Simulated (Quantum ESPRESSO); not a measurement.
# Kohn-Sham bands of WO₃ (P4/nmm)

```xyz
8
Lattice="5.3250 0.0000 0.0000 0.0000 5.3250 0.0000 0.0000 0.0000 3.9445" Properties=species:S:1:pos:R:3 pbc="T T T"
W      2.6625     0.0000    -0.2571
W      0.0000     2.6625     0.2571
O      2.6625     0.0000     1.9296
O      0.0000     2.6625    -1.9296
O      1.3313     1.3313     0.0000
O      1.3313    -1.3313     0.0000
O     -1.3313    -1.3313     0.0000
O     -1.3313     1.3313     0.0000
```

Cell from Materials Project (mp-19443), symmetrised, no further relaxation. COD (Crystallography Open Database) has the formula in 6 space groups, this one among them (matched by group alone). Computed values, not measurements, from PBEsol: Quantum ESPRESSO (norm-conserving PseudoDojo potentials, cutoff 68 Ry, no spin polarisation, no spin-orbit coupling) on a Γ-centred 6×6×6 mesh, then Wannier90. Density: 6×6×8 mesh, Gaussian smearing 0.01 Ry. Spin-orbit coupling is left out although heavy elements are present.

Energies are relative to the valence-band maximum; weights are on the orthonormalised atomic waves of the pseudopotential files, averaged over the group. 64 electrons a cell are treated as valence.

### Question
Into which isolated groups do the bands fall, where do they lie and what are they made of?

### Answer
```json
[
 {"bands": "1–2", "from (eV)": "-74.74", "to (eV)": "-74.74", "filling": "filled", "weight on atomic waves": "W 5s 97 %"},
 {"bands": "3–8", "from (eV)": "-39.10", "to (eV)": "-38.94", "filling": "filled", "weight on atomic waves": "W 5p 97 %"},
 {"bands": "9–14", "from (eV)": "-18.36", "to (eV)": "-16.32", "filling": "filled", "weight on atomic waves": "O 2s 82 %, W 5d 10 %, W 6s 5 %"},
 {"bands": "15–32", "from (eV)": "-7.17", "to (eV)": "0.00", "filling": "filled", "weight on atomic waves": "O 2p 79 %, W 5d 17 %"}
]
```

The Kohn-Sham gap over both meshes and the path is 0.58 eV.
